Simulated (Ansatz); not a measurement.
## W3N4: how the energy converges with the cutoff

W3N4, Pm-3m, a = 4.122 Å. The structure is a COD entry; whether it is the stable form wasn't checked. Ansatz: PBE, PAW, cutoff varied, Γ-centred 10×10×10 mesh on 7 atoms, Gaussian smearing 0.10 eV; no spin polarisation. Single points at one geometry, the cutoff alone changed; ΔE is the energy at zero smearing over the run at 850 eV (runs within 0.3 meV/atom of it are left out). The runs up to 380 eV lie under the cutoff recommended for these PAW datasets.

| cutoff (eV) | ΔE (meV/atom) |
| --- | --- |
| 150 | 13823.70 |
| 200 | 3265.00 |
| 250 | 774.69 |
| 300 | 180.72 |
| 350 | 37.08 |
| 380 | 13.96 |
| 420 | 3.78 |
| 460 | ? |
| 520 | 0.54 |
| 600 | 0.31 |

Assume ΔE falls exponentially with the cutoff, fit y = ln ΔE against x, the cutoff in eV, to the other rows, and predict the missing value.

y = 9.534, 8.091, 6.652, 5.197, 3.613, 2.636, 1.330, -0.616, -1.171. Means x = 352.2, y = 3.9184; Σ(Δx)² = 172156, ΣΔxΔy = -4349; the slope is their ratio. y = 12.82 − 0.02526 x, a factor of ten per 91 eV. At 460 eV this gives ΔE = 3.32 meV/atom. The run gave 1.08, a ratio of 3.07. Between neighbouring rows the decay runs from a factor of ten per 70 eV to one per 332 eV, so one exponential is only a rough guide. The fast fall gives way to a slow tail.